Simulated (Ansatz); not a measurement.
Polymorphs of Ge2Pt, each relaxed with DFT-PBEsol in the program Ansatz with PAW potentials:

A: Pnnm
a = 5.779 Å, b = 6.202 Å, c = 2.920 Å, α = 90.00°, β = 90.00°, γ = 90.00°

| atom | site | symmetry | x | y | z |
|---|---|---|---|---|---|
| Ge | 4g | ..m | 0.1672 | 0.6279 | 0.0000 |
| Pt | 2a | ..2/m | 0.0000 | 0.0000 | 0.0000 |

B: MoSi2 or CaC2 type (I4/mmm)
a = 3.5766 Å, b = 3.5766 Å, c = 7.8766 Å, α = 90.00°, β = 90.00°, γ = 90.00°

| atom | site | symmetry | x | y | z |
|---|---|---|---|---|---|
| Pt | 2a | 4/mmm | 0.0000 | 0.0000 | 0.0000 |
| Ge | 4e | 4mm | 0.0000 | 0.0000 | 0.3387 |

Task: Order them by energy per atom at 0 K (lowest first) at the level PBEsol.

Result: A (+0 meV/atom), B (+373 meV/atom)

Constructed cells (a structure type filled with these elements, in neither database checked): B. Standing as an ambient phase not checked: A. All cells were relaxed under the symmetry of their starts (and spin orders); stability against distortions was not tested throughout. Rows with no word on spin ran without spin polarisation. Scalar-relativistic: spin–orbit coupling is off unless named, which matters more the heavier the elements.

Energies hold the estimated change up to a 700 eV cutoff; steps of a few meV lie near the error of the meshes.

Potentials: the later of the program's two PAW sets.
